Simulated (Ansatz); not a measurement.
LaN:
```xyz
4
Lattice="4.1566 0.0000 0.0000 -2.0783 3.5998 0.0000 0.0000 0.0000 5.8587" Properties=species:S:1:pos:R:3 pbc="T T T"
La     0.0000     2.3998     5.8277
La     2.0783     1.1999     2.8983
N      0.0000     2.3998     2.4331
N      2.0783     1.1999     5.3624
```

Relaxed with r²SCAN. Independent-particle spectrum: no excitons, no local fields, no scissors shift; 0.1 eV broadening; ε₁ of the summed bands alone.

**Question.** Tabulate the dielectric function from r²SCAN in the plane-wave PAW code Ansatz.

**Answer.** 

```csv
E (eV),ε₁ xx,ε₂ xx,ε₁ zz,ε₂ zz
0.0,6.89,0.00,6.48,0.00
0.3,6.92,0.00,6.50,0.00
0.6,6.99,0.00,6.56,0.00
0.9,7.12,0.00,6.67,0.00
1.2,7.32,0.00,6.83,0.00
1.5,7.61,0.00,7.08,0.00
1.8,8.12,0.06,7.49,0.07
2.1,8.62,0.34,7.89,0.19
2.4,9.24,0.48,8.57,0.26
2.7,10.54,0.99,10.47,1.27
3.0,11.74,2.25,9.33,3.42
3.3,14.81,5.23,8.86,3.58
3.6,10.52,11.79,8.80,3.74
3.9,5.60,11.14,10.62,3.53
4.2,4.81,8.95,11.99,8.40
4.5,3.91,8.86,8.06,11.81
4.8,2.15,8.35,2.22,13.28
5.1,2.13,8.80,2.35,8.23
5.4,-1.01,7.28,-0.49,8.86
5.7,-1.09,4.48,-0.61,6.43
6.0,0.75,3.18,0.79,4.59
6.3,1.20,3.26,0.21,5.33
6.6,1.82,3.09,-0.32,4.59
6.9,2.70,3.33,1.19,4.29
7.2,3.08,3.88,0.47,4.19
7.5,3.88,4.97,0.89,3.65
7.8,0.89,6.76,1.33,4.29
8.1,0.93,4.74,0.67,4.76
8.4,2.75,6.42,-0.32,4.44
8.7,-1.02,6.48,0.19,3.93
9.0,-1.52,5.39,-0.18,5.72
9.3,-3.01,4.72,-2.31,4.01
9.6,-2.30,2.46,-2.04,2.63
9.9,-1.61,2.12,-1.56,1.91
10.2,-1.40,1.97,-1.26,1.45
10.5,-1.27,1.49,-1.03,1.20
10.8,-0.84,1.10,-0.62,0.67
11.1,-0.62,1.02,-0.13,0.54
11.4,-0.37,0.70,0.31,0.63
11.7,0.08,0.57,0.55,0.83
12.0,0.55,0.78,0.52,1.02
```

**Question.** From ε at 2.0 eV (xx: 8.46 + 0.26i), find n, k, the normal reflectivity and the absorption coefficient.

**Answer.** n = 2.91, k = 0.045, R = 24 %, α = 2kE/ħc = 9100 cm⁻¹.

With all bands, ε∞ without local fields is 6.93 (xx = yy), 6.52 (zz). DFPT, with local fields, gives 6.60 (xx = yy), 6.43 (zz).

Space group P6_3mc. The first step of the workflow began from a Materials Project structure, measured or hypothetical; the Crystallography Open Database copy checked does not list it. COD files the formula under space group No. 225. Its standing as an ambient phase is unchecked. The r²SCAN relaxation kept the symmetry of its start; whether a distortion lowers the energy is not shown. Spin–orbit coupling is left out wherever it is not named.

Potentials: the later of the program's two PAW sets.
